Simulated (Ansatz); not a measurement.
What DFT gives for SrVO3

```
CELL_PARAMETERS angstrom
3.87340 0.00000 0.00000
0.00000 3.87340 0.00000
0.00000 0.00000 3.87340
ATOMIC_POSITIONS crystal
V 0.00000 0.00000 0.00000
O 0.50000 0.00000 0.00000
O 0.00000 0.50000 0.00000
O 0.00000 0.00000 0.50000
Sr 0.50000 0.50000 0.50000
```

Level: PBE, collinear spin; 420 eV; 6×6×6 Γ-centred mesh; gaussian occupations (width 0.0641 eV); Ansatz 0.2.0, fixed geometry.

Magnetic state (reached from a saved solution, and it need not be the lowest): V1 up.

Formation energy: -2.74 eV an atom against the elements' usual phases (free molecules for gases, crystals otherwise, with no correction for O₂ or N₂), so it is bound against them; other compounds may still compete. Relaxing would lower it.
Stress: The pressure is -1.8 GPa (compression positive), so with the atoms held at these fractions the cell would first shrink.
Forces: The forces vanish by the symmetry of the sites.
Moments: V1 +0.47 μB of spin moment in Bader basins; net size 0.50 μB a cell.
Electronic structure: It is a metal, with about 1.7 states/eV a cell as the mean within 0.25 eV of the Fermi level, mostly V d (81 %) and O p (17 %).

Origin: a known structure type with other elements, at an estimated volume, so it need not be a known compound. Caveats: semilocal functionals often miss the gap of such magnets.
